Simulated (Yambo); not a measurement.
Li₂PdO₃ (space group C2/m, No. 12), G0W0@PBEsol in Yambo with this input:

```
rim_cut
gw0
dyson
el_el_corr
HF_and_locXC
ppa
em1d
RandQpts= 1000000
RandGvec= 1 Ry
EXXRLvcs= 84 Ry
VXCRLvcs= 336 Ry
Chimod= "HARTREE"
% BndsRnXp
 13 | 177 |
%
NGsBlkXp= 7 Ry
% LongDrXp
 1.0 | 1.0 | 1.0 |
%
PPAPntXp= 27.2114 eV
% GbndRnge
 1 | 177 |
%
GTermKind= "BG"
DysSolver= "n"
ExtendOut
```

On a 2×2×2 mesh, with wavefunctions cut at 84 Ry, the gap ((-0.5, -0.5, 0) → (-0.5, -0.5, -0.5)) is 2.757 eV and the valence edge shifts by -0.261 eV.

What happens with this change: no random integration?

The gap falls by 0.053 eV, to 2.704 eV; the shift of the valence edge becomes 0.013 eV. Neither run is shown to be the converged limit.

Spin-orbit coupling is not included.

Geometry of the Materials Project entry, not relaxed at this level; primitive cell a = b = 5.101 Å, c = 5.059 Å, α = β = 99.68°, γ = 119.95°.

The structure is a Materials Project entry; no match was found in the copy of COD used, and its stability was not checked.

A shift is the quasiparticle energy of the state minus its PBEsol energy.
